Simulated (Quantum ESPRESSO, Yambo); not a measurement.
For CsHF$_{2}$ (space group I4/mcm, No. 140), Yambo gives the independent-particle static dielectric constant along x as 2.32 on PBEsol bands and 2.04 after a scissor of 3.51 eV widens every gap (4×4×4 mesh, 109 bands, 3 Ry local-field block, 0.2 eV broadening). Axes are Cartesian, with cell vectors (Å) (-3.06, 3.06, 3.89), (3.06, -3.06, 3.89), (3.06, 3.06, -3.89).

Question: A scissor keeps the position matrix elements. In a one-oscillator model, how does ε − 1 scale, and what mean transition energy do the two values imply?

Answer: Each transition adds |r|²/E to ε − 1, so ε − 1 ∝ 1/(E0 + Δ). Then (2.04 − 1)/(2.32 − 1) = E0/(E0 + Δ) = 0.788, and E0 = Δ(ε' − 1)/(ε − ε') = 13.0 eV. The computed Im ε, weighted by 1/E up to 20 eV, has its mean at 13.1 eV; the smallest direct PBEsol gap is 6.56 eV. The scissor comes from a G0W0 run whose convergence isn't established. Convergence of the RPA response with its 4×4×4 mesh was not tested.

Bands from Quantum ESPRESSO.

Geometry of the Materials Project entry, not relaxed at this level; primitive cell a = b = c = 5.8142 Å, α = β = 116.57°, γ = 96.04°.

The structure is a Materials Project entry; no match was found in the copy of COD used, and its stability was not checked.
